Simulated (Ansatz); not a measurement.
LuTl3, one cell by several methods

```yaml
crystal:
  lattice:
    - [4.68798, 0.00000, 0.00000]
    - [0.00000, 4.68798, 0.00000]
    - [0.00000, 0.00000, 4.68798]
  atoms:
    - { symbol: Lu, position: [0.00000, 0.00000, 0.00000] }
    - { symbol: Tl, position: [0.00000, 0.50000, 0.50000] }
    - { symbol: Tl, position: [0.50000, 0.50000, 0.00000] }
    - { symbol: Tl, position: [0.50000, 0.00000, 0.50000] }
```

Atoms are numbered in the order listed.

Structure from Materials Project entry mp-2060 (possibly hypothetical), not relaxed further.

No spin–orbit coupling, which matters for the heavy atoms here.

All numbers are computed: DFT, LDA, PAW with Ansatz's default frozen-core files, scalar-relativistic (Ansatz 0.2.0); DFT, LDA, all-electron LAPW, scalar-relativistic (Ansatz 0.2.0).

For PAW: a Γ-centred 7×7×7 k mesh, Fermi–Dirac smearing of 0.08 eV, cutoff 420 eV, no spin polarisation; the PAW files were made with PBE, and the program remakes their frozen cores for this functional. LAPW targets a basis error of 1 meV/atom. The Ansatz runs share mesh, smearing and spin set-up. Plane-wave (PAW) pressures include the program's estimate of the Pulay term.

Stress and pressure are positive in compression.

Levels count from the Fermi level.

PAW results:

```json
{"quantity": "pressure (GPa)", "PAW": "-3.75"}
{"quantity": "highest filled level at M (eV)", "PAW": "-0.089"}
{"quantity": "lowest empty level at M (eV)", "PAW": "1.116"}
{"quantity": "highest filled level at R (eV)", "PAW": "-2.435"}
{"quantity": "lowest empty level at R (eV)", "PAW": "0.843"}
{"quantity": "highest filled level at Γ (eV)", "PAW": "-1.507"}
{"quantity": "lowest empty level at Γ (eV)", "PAW": "2.260"}
```

Question: What does all-electron LAPW give for the same quantities?

Answer: 
| quantity | LAPW |
| --- | --- |
| pressure (GPa) | -3.74 |
| highest filled level at M (eV) | -0.089 |
| lowest empty level at M (eV) | 1.116 |
| highest filled level at R (eV) | -2.436 |
| lowest empty level at R (eV) | 0.843 |
| highest filled level at Γ (eV) | -1.508 |
| lowest empty level at Γ (eV) | 2.261 |
